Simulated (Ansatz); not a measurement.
Polymorphs of MoRu, each relaxed with r²SCAN (plane waves, PAW; program Ansatz):

A: L1₀ or tetragonal B2 (P4/mmm)
a = 2.764 Å, b = 2.764 Å, c = 3.815 Å, α = 90.00°, β = 90.00°, γ = 90.00°

```csv
atom,site,symmetry,x,y,z
Ru,1a,4/mmm,0.0000,0.0000,0.0000
Mo,1d,4/mmm,0.5000,0.5000,0.5000
```

B: rock salt (Fm-3m)
a = 5.0706 Å, b = 5.0706 Å, c = 5.0706 Å, α = 90.00°, β = 90.00°, γ = 90.00°

| atom | site | symmetry | x | y | z |
|---|---|---|---|---|---|
| Ru | 4a | m-3m | 0.0000 | 0.0000 | 0.0000 |
| Mo | 4b | m-3m | 0.5000 | 0.5000 | 0.5000 |

Problem. Rank these by energy per atom at 0 K (lowest first), as r²SCAN gives it.

Solution. A (+0 meV/atom), B (+821 meV/atom)

Typed or built starts, not in the databases checked: A; B. Unstable at this level: B. All cells were relaxed under the symmetry of their starts (and spin orders); stability against distortions was not tested throughout. Rows with no word on spin ran without spin polarisation. Spin–orbit coupling is left out wherever it is not named.

Energies hold the estimated change up to a 700 eV cutoff; steps of a few meV lie near the error of the meshes.

Potentials: the later of the program's two PAW sets.
